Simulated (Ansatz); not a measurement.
InIr3N:
```
InIr3N
1.0
    4.13167     0.00000     0.00000
    0.00000     4.13167     0.00000
    0.00000     0.00000     4.13167
In Ir N
1 3 1
Cartesian
  0.00000   0.00000   0.00000
  0.00000   2.06583   2.06583
  2.06583   0.00000   2.06583
  2.06583   2.06583   0.00000
  2.06583   2.06583   2.06583
```

Relaxed with r²SCAN.

Q: Give the Bader charges and basin volumes of the independent atoms, DFT-r²SCAN in the program Ansatz with PAW potentials.

A: 

| atom | Bader charge (e) | Bader volume (Å³) |
|---|---|---|
| In1 | +1.05 | 13.9 |
| Ir2 | +0.02 | 16.6 |
| N5 | -1.12 | 7.0 |

Space group Pm-3m (anti-perovskite). The start of the workflow was typed in or built on a structure type; neither database checked (COD, Materials Project) lists it. Its standing as an ambient phase is unchecked. The cell was relaxed with r²SCAN under the symmetry of its start; whether a distortion lowers the energy is not shown. The workflow began spin-polarised and lost its moments. Its formation energy is positive at this level, so the cell may be metastable or incomplete. Spin–orbit coupling is left out wherever it is not named.

Potentials: the later of the program's two PAW sets.
